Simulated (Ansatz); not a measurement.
Cu (fcc (Cu type), Fm-3m) at seven volumes, LDA (plane waves, PAW; program Ansatz), scaled uniformly. One row is withheld.

```json
[
 {"V (Å³/atom)": "9.905", "P (GPa)": "22.46"},
 {"V (Å³/atom)": "10.232", "P (GPa)": "13.59"},
 {"V (Å³/atom)": "10.558", "P (GPa)": "6.19"},
 {"V (Å³/atom)": "10.885", "P (GPa)": "0.00"},
 {"V (Å³/atom)": "11.211", "P (GPa)": "-5.17"},
 {"V (Å³/atom)": "11.538", "P (GPa)": "-9.48"},
 {"V (Å³/atom)": "11.864", "P (GPa)": "?"}
]
```

Question: Fit the shown pressures and predict the withheld one.

Answer: Third-order Birch–Murnaghan: P = (3/2)B₀(x^(7/2) − x^(5/2))[1 + (3/4)(B′ − 4)(x − 1)] with x = (V₀/V)^(2/3). Least squares on the six rows gives V₀ = 10.885 Å³/atom, B₀ = 188.2 GPa, B′ = 4.98. At V = 11.864, x = 0.9442 and P = -13.09 GPa. The run itself gave -13.07 GPa.

The LDA relaxation kept the symmetry of its start. The run is not spin-polarised.

Potentials: the earlier of the program's two PAW sets. The files were generated under PBE; for other functionals the program regenerates the frozen cores, and for LDA and PBEsol the local potential too.
